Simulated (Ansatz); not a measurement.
A geometry of ZnAu away from equilibrium: step 11 of the relaxation of a generated trial cell of ZnAu in the AFLOW prototype AB_tP8_136_g_f (as in BeO). Calculation: PBEsol (plane waves to 420 eV, PAW, scalar-relativistic; Ansatz, a first-principles code). Γ-centred k-mesh 6×6×9 on the run's cell (coarser than for final values), Fermi–Dirac smearing 0.05 eV.

```
CELL_PARAMETERS angstrom
      6.92850     0.00000     0.00000
      0.00000     6.92850     0.00000
      0.00000     0.00000     3.87433
ATOMIC_POSITIONS crystal
  Zn 0.36833 0.63167 0.00000
  Zn 0.86833 0.86833 0.50000
  Zn 0.13167 0.13167 0.50000
  Zn 0.63167 0.36833 0.00000
  Au 0.28287 0.28287 0.00000
  Au 0.78287 0.21713 0.50000
  Au 0.21713 0.78287 0.50000
  Au 0.71713 0.71713 0.00000
```

Q: Which atoms carry the largest force, and which way does it point?

A: 0.03 eV/Å, on Zn1, Zn2, Zn3, Zn4 (atoms numbered as listed); on Zn4 its components are (-0.02, 0.02, 0.00).

Q: What is the pressure?

A: +2.9 GPa, compression positive.

Q: How far above the relaxed end point is this geometry?

A: 0.25 eV/atom; the path ends in P4₂/mnm (No. 136).

No spin polarisation in the result.

The run could not lose the symmetry of its start, so the end can be a saddle point.

The end of the path is a generated cell of ZnAu: the first start was made by placing the elements on the sites of a structure type, and the end was not matched to a known phase here, so it may be hypothetical. Known forms of ZnAu include space group No. 221.
